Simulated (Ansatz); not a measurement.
The cell below belongs to a search over invented structures; it isn't taken from experiment.

Input and command of a plane-wave DFT calculation in Ansatz:

```yaml
crystal:
  lattice:
    - [0.0, 4.17621536, 4.17621536]
    - [4.17621536, 0.0, 4.17621536]
    - [4.17621536, 4.17621536, 0.0]
  atoms:
    - { symbol: Ti, position: [0.7439611, 0.2560389, 0.2560389] }
    - { symbol: Ti, position: [0.2560389, 0.7439611, 0.7439611] }
    - { symbol: Ti, position: [0.2560389, 0.7439611, 0.2560389] }
    - { symbol: Ti, position: [0.7439611, 0.2560389, 0.7439611] }
    - { symbol: Ti, position: [0.2560389, 0.2560389, 0.7439611] }
    - { symbol: Ti, position: [0.7439611, 0.7439611, 0.2560389] }
    - { symbol: Ti, position: [0.25, 0.25, 0.25] }
    - { symbol: Ti, position: [0.75, 0.75, 0.75] }
    - { symbol: Mo, position: [0.0, 0.0, 0.0] }
    - { symbol: Mo, position: [0.5, 0.5, 0.5] }
basis:
  ecutwfc: 420
kpoints:
  mp_grid: { grid: [4, 4, 4] }
hamiltonian:
  xc: pbe
scf:
  occupations: { method: gaussian, width: 0.2 }
  lower_state_search: "off"
output:
  forces: true
  stress: true
  eigenvalues: true
relax:
  adjacent_minimum: "off"
  f_tol: 0.08
  max_steps: 16
  cell: { stress_tol: 0.8 }
```

```bash
ansatz run input.yaml --threads 1 --pin off --max-ram 2560MiB --backend cpu --events-out ev --progress --plain --runs-dir out
```

Processor: Arm Neoverse V2, 1 thread, on a host shared with other jobs.

Problem. How long does it run, and how much memory does it take?

Solution. About 73 s, peak memory 0.51 GiB. It solves 75 bands at 8 k points (after reduction by symmetry) with about 4015 plane waves (on the last cell), in 54 SCF iterations over 8 ionic steps.
